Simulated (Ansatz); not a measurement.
SiAs:
Space group C2/m (No. 12); a = 16.3127 Å, b = 3.6673 Å, c = 9.6556 Å, α = γ = 90.00°, β = 107.46°

```
atom  site  symmetry       x       y       z
----  ----  --------  ------  ------  ------
Si      4i         m  0.3676  0.0000  0.0857
Si      4i         m  0.2633  0.0000  0.2059
Si      4i         m  0.0664  0.0000  0.5902
As      4i         m  0.0390  0.0000  0.8213
As      4i         m  0.1666  0.5000  0.1709
As      4i         m  0.3502  0.0000  0.4518
```
(The calculation used a cell of 12 atoms; values per cell refer to that cell.)

Relaxed at zero pressure with r²SCAN+D4 in the plane-wave PAW code Ansatz.

The volume is raised by 6 % and shape and atoms relax at that volume. What pressure results, and how do the axes share the change?

-0.8 GPa; a 4.3 %, b 0.2 %, c 3.0 %; the energy rises by 4 meV/atom.

Give the new structure.


Space group C2/m (No. 12); a = 17.0130 Å, b = 3.6760 Å, c = 9.9478 Å, α = γ = 90.00°, β = 110.14°

| atom | site | symmetry | x | y | z |
|---|---|---|---|---|---|
| Si | 4i | m | 0.3655 | 0.0000 | 0.0885 |
| Si | 4i | m | 0.2662 | 0.0000 | 0.2026 |
| Si | 4i | m | 0.0657 | 0.0000 | 0.5911 |
| As | 4i | m | 0.0427 | 0.0000 | 0.8170 |
| As | 4i | m | 0.1721 | 0.5000 | 0.1648 |
| As | 4i | m | 0.3543 | 0.0000 | 0.4470 |

The phase is kept; no other phase was compared at this pressure.

The start of the workflow was typed in or built on a structure type; neither database checked (COD, Materials Project) lists it. Whether it is the stable phase at ambient conditions was not checked. The cell was relaxed with r²SCAN+D4 under the symmetry of its start; whether a distortion lowers the energy is not shown.

Potentials: the later of the program's two PAW sets.
